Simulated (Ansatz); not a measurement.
## Notes on Li$_{5}$Sn$_{2}$

```
Sn Li
1.0
     2.36755    4.10071    0.00000
    -2.36755    4.10071    0.00000
     0.00000   -2.73381    6.60316
Sn Li
2 5
Direct
  0.07270 0.07270 0.21810
  0.92730 0.92730 0.78190
  0.50000 0.50000 0.50000
  0.21000 0.21000 0.63000
  0.79000 0.79000 0.37000
  0.35200 0.35200 0.05600
  0.64800 0.64800 0.94400
```

Method: r2SCAN, no spin polarisation; PAW, plane waves to 500 eV, 6×6×6 Γ-centred mesh, gaussian occupations (width 0.0534 eV) (Ansatz 0.2.0), atoms fixed.

(1) Give the Bader charges.

(2) What does the stress say?

(3) What happens at the Fermi level?

(4) Where is the largest force?

Origin: a database entry at a rescaled volume.

## Answers

(1) Bader charges in e: Li +0.85, Sn -2.13. In the mean Li gives up most and Sn takes most.

(2) The pressure is -0.5 GPa (compression positive), so with the atoms held at these fractions the cell would first shrink.

(3) It is a metal, with about 1.2 states/eV a cell as the mean within 0.25 eV of the Fermi level, mostly Sn p (80 %).

(4) The largest is on Li5 (and as large on other atoms): 0.18 eV/Å, components (0.00, 0.00, -0.18). It makes 180° with the line to a nearest neighbour, Sn2 at 2.72 Å, pointing away from it.
